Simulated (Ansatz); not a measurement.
# Profile along the Ti–Ti line in Ti (hcp, Mg type)

Ti (hcp, Mg type)

```xyz
2
Lattice="2.9389 0.0000 0.0000 -1.4694 2.5451 0.0000 0.0000 0.0000 4.6500" Properties=species:S:1:pos:R:3 pbc="T T T"
Ti     0.0000     1.6967     3.4875
Ti     1.4694     0.8484     1.1625
```

Fields along a shortest Ti–Ti line of a (-1 1 0 2) plane (2.94 Å), from Ti to Ti, interpolated on the slice's grid (step about 0.2 Å). Level of theory: PBE (plane waves to 420 eV, PAW, scalar-relativistic; Ansatz, an electronic-structure program). k mesh 18×18×10. Near the nuclei the fields are pseudised (PAW); where an atom keeps semicore shells as valence, they peak there. The PAW data are Ansatz's earlier set. Ti is run without spin polarisation. Ti was relaxed with its symmetry unable to fall.

```
distance from Ti (Å)  valence electron density (e/Å³)  electron localisation function
--------------------  -------------------------------  ------------------------------
0.00                                            12.22                               x
0.15                                            11.54                               x
0.29                                             9.55                               x
0.44                                             6.59                               x
0.59                                             3.56                            0.71
0.73                                             1.57                            0.55
0.88                                             0.66                            0.30
1.03                                             0.33                            0.13
1.18                                             0.23                            0.13
1.32                                             0.20                            0.22
1.47                                             0.19                            0.27
1.62                                             0.20                            0.22
1.76                                             0.23                            0.13
1.91                                             0.33                            0.13
2.06                                             0.66                            0.30
2.21                                             1.57                            0.55
2.35                                             3.56                            0.71
2.50                                             6.59                               x
2.65                                             9.55                               x
2.79                                            11.54                               x
2.94                                            12.22                               x
```

x: too close to a nucleus for the ELF to mean much.

Density on the Ti–Ti line (2.94 Å) at its midpoint: 0.19 e/Å³. ELF at that point: 0.27.
